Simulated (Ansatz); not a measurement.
Input:

CuI (zinc blende), conventional cell a = 6.023 Å, b = 6.023 Å, c = 6.023 Å, α = 90.00°, β = 90.00°, γ = 90.00°. The calculation uses the primitive cell of 2 atoms, to which meshes and values per cell refer.

E(V) scan at fixed shape, V₀ the volume above. Symmetry pins the atoms to their sites.

These are r2SCAN (plane waves to 500 eV, PAW, scalar-relativistic; Ansatz, a program for electronic structure) values and carry that method's errors. k mesh 10×10×10 (Γ-centred), Fermi-Dirac smearing 0.05 eV. Energies are smeared free energies. Stress and pressure are positive under compression. CuI is run without spin polarisation. CuI was relaxed with its symmetry unable to fall. Spin-orbit coupling is left out, though I is heavy. The zero of ΔE is the relaxed starting cell.

The scan covers V/V₀ from 0.900 to 1.100 in 9 points.

Problem. What is the fitted pressure derivative B₀′?

Solution. 5.2.

Problem. What bulk modulus B₀ follows from a third-order Birch-Murnaghan fit?

Solution. 43.8 GPa.

(Under strain, the slope of the energy per volume gives the stress and its curvature an elastic modulus.)
